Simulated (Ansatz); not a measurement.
ScSi$_{2}$Ni$_{2}$:
```yaml
crystal:
  lattice:
    - [-1.89628, 1.89628, 4.76503]
    - [1.89628, -1.89628, 4.76503]
    - [1.89628, 1.89628, -4.76503]
  atoms:
    - { symbol: Sc, position: [0.00000, 0.00000, 0.00000] }
    - { symbol: Ni, position: [0.75000, 0.25000, 0.50000] }
    - { symbol: Ni, position: [0.25000, 0.75000, 0.50000] }
    - { symbol: Si, position: [0.37827, 0.37827, 0.00000] }
    - { symbol: Si, position: [0.62173, 0.62173, 0.00000] }
```

Relaxed with r²SCAN. Special points in fractions of this cell's reciprocal vectors: Γ (0.000, 0.000, 0.000); X (0.000, 0.000, 0.500); P (0.250, 0.250, 0.250); N (0.000, 0.500, 0.000); M (0.500, 0.500, -0.500); S (0.290, 0.710, -0.290); S0 (-0.290, 0.290, 0.290); R (-0.079, 0.079, 0.500); G (0.500, 0.500, -0.079).

### Question
List the band energies nearest the Fermi level at these points for plane-wave PAW r²SCAN (Ansatz code).

### Answer
In eV from the Fermi level; about four levels below and three above (degenerate sets whole), none deeper than 8.9 eV; points with the same levels are listed once.

```tsv
k	below	above
Γ	-1.09 -1.09 -0.77 -0.39	1.86 1.86 2.16
X	-1.74 -1.48 -0.46 -0.25	3.08 3.31 3.70
P	-1.76 -1.75 -0.32 -0.32	2.59 3.31 3.52
N	-2.27 -2.00 -1.52 -0.30	1.16 1.39 2.06
M	-0.98 -0.98 -0.77 -0.15	0.58 2.05 2.28 2.28
S	-2.14 -0.30 -0.29 -0.03	1.82 2.11 2.86
R	-1.72 -1.07 -0.46 -0.04	2.96 3.14 3.25
```

Space group I4/mmm. The workflow started from an entry of the Crystallography Open Database (COD). Its standing as an ambient phase is unchecked. The r²SCAN relaxation kept the symmetry of its start; whether a distortion lowers the energy is not shown. The workflow began spin-polarised and lost its moments.

Potentials: the later of the program's two PAW sets.
